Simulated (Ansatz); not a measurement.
Re:
```cif
data_Re8
_chemical_formula_sum 'Re8'
_space_group_name_H-M_alt 'P-6m2'
_space_group_IT_number 187
_space_group_name_Hall 'P -6 2'
_cell_length_a 2.75138
_cell_length_b 2.75138
_cell_length_c 17.76254
_cell_angle_alpha 90.000
_cell_angle_beta 90.000
_cell_angle_gamma 120.000
loop_
_atom_site_label
_atom_site_type_symbol
_atom_site_symmetry_multiplicity
_atom_site_Wyckoff_symbol
_atom_site_fract_x
_atom_site_fract_y
_atom_site_fract_z
_atom_site_occupancy
Re1 Re 2 g 0.00000 0.00000 0.37499 1
Re2 Re 2 h 0.33333 0.66667 0.25034 1
Re3 Re 2 g 0.00000 0.00000 0.12509 1
Re4 Re 1 c 0.33333 0.66667 0.00000 1
Re5 Re 1 f 0.66667 0.33333 0.50000 1
```

Relaxed at zero pressure with PBEsol in the plane-wave PAW code Ansatz.

Q: The volume is raised by 9 % and shape and atoms relax at that volume. What pressure results, and how do the axes share the change?

A: -27.9 GPa; a 2.9 %, b 2.9 %, c 2.9 %; the energy rises by 123 meV/atom.

Q: Give the new structure.

A: 
Space group P-6m2 (No. 187); a = 2.8324 Å, b = 2.8324 Å, c = 18.2695 Å, α = 90.00°, β = 90.00°, γ = 120.00°

```tsv
atom	site	symmetry	x	y	z
Re	2g	3m.	0.0000	0.0000	0.3749
Re	2h	3m.	0.3333	0.6667	0.2505
Re	2g	3m.	0.0000	0.0000	0.1250
Re	1c	-6m2	0.3333	0.6667	0.0000
Re	1f	-6m2	0.6667	0.3333	0.5000
```

The phase is kept; no other phase was compared at this pressure.

The start of the workflow was typed in or built on a structure type; neither database checked (COD, Materials Project) lists it. It is not the phase usual at ambient conditions (space group No. 194). The PBEsol relaxation kept the symmetry of its start; its stability against distortions is not shown here. The run is not spin-polarised. Axis ratios of metals converge slowly with the k-mesh, so a and c are less sure than the volume. Spin–orbit coupling is left out wherever it is not named.

Potentials: the earlier of the program's two PAW sets. The files were generated under PBE; for other functionals the program regenerates the frozen cores, and for LDA and PBEsol the local potential too.
